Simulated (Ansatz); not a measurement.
Here is the system:

K2S:
```xyz
3
Lattice="0.0000 3.6679 3.6679 3.6679 0.0000 3.6679 3.6679 3.6679 0.0000" Properties=species:S:1:pos:R:3 pbc="T T T"
K      5.5019     5.5019     5.5019
K      1.8340     1.8340     1.8340
S      0.0000     0.0000     0.0000
```

This is the PBEsol-relaxed structure.

Task: All from DFT-PBEsol in the program Ansatz with PAW potentials, unless another level is named. Give the Poisson's ratio.

Result: 0.28.

Task: Next, the elastic constants (relaxed ions, GPa)?

Result: C11 = 36.1, C12 = 12.0, C44 = 9.0.

Space group Fm-3m (anti-fluorite). The cell was relaxed with PBEsol under the symmetry of its start.

Potentials: the later of the program's two PAW sets.
